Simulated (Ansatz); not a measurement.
Molecular dynamics on a 1×1×1 supercell (4 atoms) of Sn₃C (ordering on diamond), relaxed with r2SCAN. Forces come from r2SCAN in Ansatz: a Langevin thermostat at fixed volume, 100 K, steps of 3 fs. Computed, non-magnetic; the trajectory is short and the cell small, so nothing here is a converged average. The structure comes from a prototype and may be hypothetical.

```yaml
crystal:
  lattice:
    - [1.9889269009, 1.1483074816, 7.226163139]
    - [-1.9889269009, 1.1483074816, 7.226163139]
    - [0.0, -2.2966149632, 7.226163139]
  atoms:
    - { symbol: C, position: [0.9993786088, -0.0006213912, -0.0006213912] }
    - { symbol: Sn, position: [0.4934145481, 0.4934145481, 0.4934145481] }
    - { symbol: Sn, position: [0.3594778857, 0.3594778857, 0.3594778857] }
    - { symbol: Sn, position: [0.8977289575, 0.8977289575, 0.8977289575] }
kpoints:
  mp_grid: { grid: [4, 4, 4] }
hamiltonian:
  xc: r2scan
scf:
  occupations: { method: fermi_dirac, width: 0.02 }
md:
  ensemble: nvt_langevin
  temperature: 100
  timestep: 3.0
  n_steps: 20
  initial_velocities: maxwell_boltzmann
  seed: 3767
```

Run as `ansatz run input.yaml --threads 4 --pin off --max-ram 3686MiB --backend cpu --events-out ev --progress --plain --runs-dir out`. It took 2.1 min on 4 threads of Arm Neoverse V1, on a shared host, load about 1.0 per core; peak host memory 0.66 GiB.

```csv
step,t (fs),T (K),free energy F from step 0 (meV/atom),kinetic energy (meV/atom),largest force (eV/Å)
0,0,75,0.0,9.7,0.16
1,3,83,0.4,10.8,0.18
2,6,80,1.4,10.3,0.27
3,9,66,3.0,8.5,0.37
4,12,50,4.7,6.4,0.47
5,15,45,6.5,5.8,0.55
6,18,41,8.2,5.2,0.62
7,21,29,9.5,3.7,0.66
8,24,31,10.0,4.0,0.66
9,27,45,9.7,5.8,0.62
10,30,54,8.6,6.9,0.57
11,33,64,7.2,8.3,0.53
12,36,88,5.8,11.3,0.49
13,39,96,4.2,12.5,0.41
14,42,84,3.0,10.9,0.33
15,45,101,2.3,13.0,0.31
16,48,90,2.1,11.6,0.33
17,51,81,2.5,10.5,0.36
18,54,68,3.5,8.7,0.40
19,57,48,4.8,6.2,0.45
20,60,56,5.8,7.2,0.51
```

The temperature starts at 75 K, is lowest at step 7 (29 K, 21 fs) and ends at 56 K. The thermostat hasn't had time to restore it. The atoms start on their lattice sites with kinetic energy alone, so much of it first passes into potential energy. The first value is 3/4 of the setting, since velocities are drawn without the motion of the centre of mass and T is counted over all atoms. By the last step the atoms have moved 0.04 Å in the root mean square, the drift of the whole cell taken out, 0.06 Å at most.

Positions (Å) and forces (eV/Å) at step 20:
```
C    1.963   1.130   7.258     0.308  -0.015  -0.411
Sn  -0.041  -0.006  10.723     0.009  -0.084  -0.300
Sn   0.027  -0.027   7.780    -0.301   0.008   0.386
Sn  -0.035  -0.022  19.482    -0.016   0.090   0.324
```
